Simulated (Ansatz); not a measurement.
An element in the sc structure gives these cold pressures by all-electron LAPW under LDA (Ansatz 0.2.0, scalar-relativistic, no spin polarisation).

| V (Å³/atom) | P (GPa) |
| --- | --- |
| 19.09 | -0.01 |
| 18.13 | 5.32 |
| 16.22 | 21.9 |
| 14.32 | 49.6 |
| 12.41 | 102.3 |
| 10.50 | 204.0 |
| 8.59 | 421.1 |
| 7.63 | 624.7 |

(1) Which element is it?

## Answers

(1) As. Its zero-pressure volume in this structure is near 19.1 Å³/atom; the volume and the steepness of P(V) together point to it, though neighbours can come close. This is the case that was computed; others weren't tested.
